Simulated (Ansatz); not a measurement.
Polymorphs of SnC, each relaxed with DFT-PBE in the program Ansatz with PAW potentials:

A: wurtzite (P6_3mc)
a = b = 3.5912 Å, c = 5.8793 Å, α = β = 90.00°, γ = 120.00°

```
atom  site  symmetry       x       y       z
----  ----  --------  ------  ------  ------
Sn      2b       3m.  0.3333  0.6667  0.0003
C       2b       3m.  0.6667  0.3333  0.1247
```

B: CsCl type (Pm-3m)
a = 3.1041 Å, b = 3.1041 Å, c = 3.1041 Å, α = 90.00°, β = 90.00°, γ = 90.00°

```tsv
atom	site	symmetry	x	y	z
Sn	1a	m-3m	0.0000	0.0000	0.0000
C	1b	m-3m	0.5000	0.5000	0.5000
```

Problem. Rank these by energy per atom at 0 K (lowest first), as PBE gives it.

Solution. A (+0 meV/atom), B (+1281 meV/atom)

Problem. Give each one's gap.

Solution. A 0.80 eV; B no gap.

Constructed cells (a structure type filled with these elements, in neither database checked): B. Typed or built starts, not in the databases checked: A. All cells were relaxed under the symmetry of their starts (and spin orders); stability against distortions was not tested throughout. Spin–orbit coupling is left out wherever it is not named.

Energies hold the estimated change up to a 700 eV cutoff; steps of a few meV lie near the error of the meshes.

Potentials: the later of the program's two PAW sets.
